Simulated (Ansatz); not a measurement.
Al3Ga2P5: rattling a relaxed structure

The cell was found from a structure generator's guess, not taken from experiment.

All numbers below come from DFT PBE, scalar-relativistic, plane waves, PAW (Ansatz 0.2.0). Settings: cutoff 420 eV, Γ-centred mesh 10×10×10 on the computed 10-atom cell, Gaussian smearing of 0.02 eV; no spin polarisation.

The cell below (10 atoms, space group I-4m2 (No. 119)) is relaxed within its symmetry.

```cif
data_structure
_symmetry_space_group_name_H-M 'P 1'
_symmetry_Int_Tables_number 1
_cell_length_a 14.0365
_cell_length_b 14.0365
_cell_length_c 14.0365
_cell_angle_alpha 164.050
_cell_angle_beta 164.050
_cell_angle_gamma 22.631
_cell_volume 208.80
loop_
_atom_site_label
_atom_site_type_symbol
_atom_site_fract_x
_atom_site_fract_y
_atom_site_fract_z
_atom_site_occupancy
Al1 Al 0.20001 0.20001 0.00000 1
Al2 Al 0.79999 0.79999 0.00000 1
Al3 Al 0.00000 0.00000 0.00000 1
Ga1 Ga 0.60000 0.60000 0.00000 1
Ga2 Ga 0.40000 0.40000 0.00000 1
P1 P 0.15022 0.65022 0.50000 1
P2 P 0.75000 0.25000 0.50000 1
P3 P 0.34978 0.84978 0.50000 1
P4 P 0.95024 0.45024 0.50000 1
P5 P 0.54976 0.04976 0.50000 1
```

For the test it was strained at random (σ = 1.5 % a component), the atoms were moved at random (σ = 0.05 Å), and all was relaxed again on a coarse 4×4×4 mesh (in the run’s order of axes) with 0.10 eV smearing, with no symmetry imposed.

Problem. What happens?

Solution. It returns, within 1 meV/atom of the unmoved cell on that mesh and with the same symmetry when read at 0.1 Å. No instability shows in this cell; modes of other wave vectors, which need another repeat, aren't tested.
